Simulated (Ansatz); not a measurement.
## IrS in the NiAs-type structure

Method: PBEsol, scalar-relativistic; no spin polarisation; PAW, 420 eV, 10×10×6 k-mesh, Gaussian smearing of 0.05 eV; code Ansatz; PAW files: Ansatz's generated set soft_2.

```
CELL_PARAMETERS angstrom
3.54399 0.00000 0.00000
-1.77200 3.06919 0.00000
0.00000 0.00000 5.44193
ATOMIC_POSITIONS crystal
Ir 0.00000 0.00000 0.00000
Ir 0.00000 0.00000 0.50000
S 0.33333 0.66667 0.25000
S 0.66667 0.33333 0.75000
```

The start was a prototype's sites filled with these elements, not a measured cell.

The cell has space group P6_3/mmc (read at 0.01 Å). In it the stress is 0.01, 0.01, 0.01, 0.00, 0.00, 0.00 GPa and the largest force component 0.000 eV/Å. Each change below starts from this cell, without further relaxation. Stress is in GPa, positive in compression, in the order xx, yy, zz, yz, xz, xy; energies are counted from the cell above and are free energies with the smearing's entropy, which match forces and stress in a metal.

Task: What happens when atom 4 (S) is moved by 0.08 Å along y?

Result: The energy changes by 20.6 meV per cell, and the force on it along the shift is -0.543 eV/Å (−F/u = 6.78 eV/Å²). Stress: -0.85, 1.57, 0.34, 0.00, 0.00, 0.00.
```tsv
atom	Fx (eV/Å)	Fy	Fz
Ir1	0.000	0.165	0.047
Ir2	0.000	0.165	-0.047
S3	0.000	0.214	0.000
S4	0.000	-0.543	0.000
```
In a harmonic crystal the energy would rise by −½F·u = ½ × 6.78 × 0.08² eV = 21.7 meV, close to the run's value; the rest is anharmonic or numerical.

Task: What stress follows from an engineering strain of 2 % in xx, atoms carried along?

Result: -4.95, -3.21, -2.56, 0.00, 0.00, 0.00 GPa; the energy changes by 18.7 meV per cell.
```tsv
atom	Fx (eV/Å)	Fy	Fz
Ir1	0.000	0.000	0.000
Ir2	0.000	0.000	0.000
S3	0.000	0.080	0.000
S4	0.000	-0.080	0.000
```
The change of the stress over the strain gives a clamped-atom stiffness of about 248 GPa for this component, a secant value that lies under the elastic constant in tension and over it in compression, by several per cent for each per cent of strain.
In a harmonic crystal the energy would rise by V(½Cε² − σ₀ε), with σ₀ the stress of the unstrained cell, = 18.3 meV, which matches.

Scalar-relativistic only: spin–orbit splittings of the heavy atoms' levels are missing.
